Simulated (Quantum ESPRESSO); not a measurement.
# Electric field gradients in Al2O3 (changed cell)

```yaml
crystal:
  lattice:
    - [2.40251, 1.38709, 4.37208]
    - [-2.40251, 1.38709, 4.37208]
    - [0.00000, -2.77419, 4.37208]
  atoms:
    - { symbol: Al, position: [0.14790, 0.14790, 0.14790] }
    - { symbol: Al, position: [0.85210, 0.85210, 0.85210] }
    - { symbol: Al, position: [0.35210, 0.35210, 0.35210] }
    - { symbol: Al, position: [0.64790, 0.64790, 0.64790] }
    - { symbol: O, position: [0.95218, 0.54782, 0.25000] }
    - { symbol: O, position: [0.04782, 0.45218, 0.75000] }
    - { symbol: O, position: [0.25000, 0.95218, 0.54782] }
    - { symbol: O, position: [0.75000, 0.04782, 0.45218] }
    - { symbol: O, position: [0.54782, 0.25000, 0.95218] }
    - { symbol: O, position: [0.45218, 0.75000, 0.04782] }
```
The cell was made here from a computed Materials Project entry: O5 and its equivalents moved by 0.04 Å along (1.00, 0.00, 0.00), space group kept. The parent is Al2O3 in R-3c. Stability against distortions was not tested.

Convention: |Vzz| is the largest principal value, η_Q = (Vxx − Vyy)/Vzz, |C_Q| = |eQVzz/h|. Cores are frozen. Against all-electron runs on small test molecules, this scheme's |Vzz| missed by −7 % on Al, −2 to +6 % on O. The structure is static (0 K, no zero-point motion).

Quadrupole moments taken as inputs (sizes, barn, from the tables of PySCF and pymatgen): ²⁷Al 0.1466, ¹⁷O 0.0256.

Q: What do the calculations give at each independent site (field gradients by a PBE PAW density (pw.x of a modified build of Quantum ESPRESSO, JTH datasets) with the all-electron reconstruction of Petrilli and co-workers, 22.5 Ha, k-mesh 6×6×6 through Γ)?

A: 
| site | site symmetry | Vzz (10²¹ V/m²) | η_Q | ∣C_Q∣ (MHz) |
|---|---|---|---|---|
| Al (atoms 1, 2, 3, 4) | 3 | 0.36 | 0.00 | 1.28 (²⁷Al) |
| O (atoms 5, 6, 7, 8, 9, 10) | 2 | -3.43 | 0.68 | 2.12 (¹⁷O) |
